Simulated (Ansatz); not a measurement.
The slice is one period of a {100} plane through atoms; its size isn't given.

The numbers are results of r2SCAN (plane waves to 500 eV, PAW, scalar-relativistic; Ansatz, an electronic-structure program), not measurements. Near the nuclei the fields are pseudised (PAW); where an atom keeps semicore shells as valence, they peak there.

```
|@@@%%#*+=-:..       ..:-=+*#%%@@|
|@@@%#*+==-:..       ..:-==+*#%@@|
|@%%##*+=--:...     ...:--=+*##%%|
|%%##*++=-::...........::-=++*##%|
|##**++=--:::::::::::::::--=++**#|
|**+++=--::::::-----::::::--=+++*|
|++===--::::----===----::::--===+|
|===---::::--===+++===--::::---==|
|----:::::-==++++*++++==-:::::---|
|::::::::-==++*******++==-:::::::|
|.....::--=++**#####**++=--::....|
|.....::-=++*#########*++=-::....|
|   ..::-=+**###%%%###**+=-::..  |
|    .:--=+*###%%%%%###*+=--:.   |
|    .:-=++*##%%%%%%%##*++=-:.   |
|    .:-=+**##%%%%%%%##**+=-:.   |
|    .:-=++*##%%%%%%%##*++=-:.   |
|    .:--=+*###%%%%%###*+=--:.   |
|   ..::-=+**###%%%###**+=-::..  |
|.....::-=++*#########*++=-::....|
|.....::--=++**#####**++=--::....|
|::::::::-==++*******++==-:::::::|
|----:::::-==++++*++++==-:::::---|
|===---::::--===+++===--::::---==|
|++===--::::----===----::::--===+|
|**+++=--::::::-----::::::--=+++*|
|##**++=--:::::::::::::::--=++**#|
|%%##*++=-::...........::-=++*##%|
|@%%##*+=--:...     ...:--=+*##%%|
|@@@%#*+==-:..       ..:-==+*#%@@|
|@@@%%#*+=-:..       ..:-=+*#%%@@|
|@@@@%#*+=-:..       ..:-=+*#%@@@|
```
Scale: ten equal steps from -1.69 (start of ' ') to 1.14 (end of '@'), in the order ' .:-=+*#%@'. Values: log₁₀ of the valence density in e/Å³. The map has 32 points along u (one character each, u = 0 at the left) and 32 along v (v = 0 in the bottom row). The scale is logarithmic, as a density can span decades between atoms and voids.

```
|xxxxx@%%#+-.         .-+#%%@xxxx|
|xxxx@@%%*=:           :=*%%@@xxx|
|xxxx@@%#+-.           .-+#%@@xxx|
|xx@@@%#*-.             .-*#%@@@x|
|@@@@%%*=:     .....     :=*%%@@@|
|@%%%#*=:    .:-===-:.    :=*#%%%|
|%%%#*=:    .-+*###*+-.    :=*#%%|
|##*+-:    .-*#%%@%%#*-.    :-+*#|
|++=-.    .=*%@@@@@@@%*=.    .-=+|
|--:.    .=#%@@@@@@@@@%#=.    .:-|
|..     .-*%@@@@@@@@@@@%*-.     .|
|      .-*%@@@@@xxx@@@@@%*-.     |
|      :+#@@@@xxxxxxx@@@@#+:     |
|     .-*%@@@@xxxxxxx@@@@%*-.    |
|     .=#%@@@xxxxxxxxx@@@%#=.    |
|     .=#@@@@xxxxxxxxx@@@@#=.    |
|     .=#%@@@xxxxxxxxx@@@%#=.    |
|     .-*%@@@@xxxxxxx@@@@%*-.    |
|      :+#@@@@xxxxxxx@@@@#+:     |
|      .-*%@@@@@xxx@@@@@%*-.     |
|..     .-*%@@@@@@@@@@@%*-.     .|
|--:.    .=#%@@@@@@@@@%#=.    .:-|
|++=-.    .=*%@@@@@@@%*=.    .-=+|
|##*+-:    .-*#%%@%%#*-.    :-+*#|
|%%%#*=:    .-+*###*+-.    :=*#%%|
|@%%%#*=:    .:-===-:.    :=*#%%%|
|@@@@%%*=:     .....     :=*%%@@@|
|xx@@@%#*-.             .-*#%@@@x|
|xxxx@@%#+-.           .-+#%@@xxx|
|xxxx@@%%*=:           :=*%%@@xxx|
|xxxxx@%%#+-.         .-+#%%@xxxx|
|xxxxx@@%#+-.         .-+#%@@xxxx|
```
Scale: ten equal steps from 0.01 (start of ' ') to 0.88 (end of '@'), in the order ' .:-=+*#%@'. Values: electron localisation function (ELF). The map has 32 points along u (one character each, u = 0 at the left) and 32 along v (v = 0 in the bottom row). Points within 0.5 Å of a nucleus are blanked (x), as the pseudised field means little there.

Which relaxed crystal do these maps come from?
(A) KF (rock salt)
(B) NaCl (rock salt)
(C) PbTe (rock salt)

A, KF (rock salt). Atoms on the slice: K at (0.50, 0.50); F at (0.00, 0.00)

All were relaxed with their symmetry unable to fall. Spin-orbit coupling is left out.
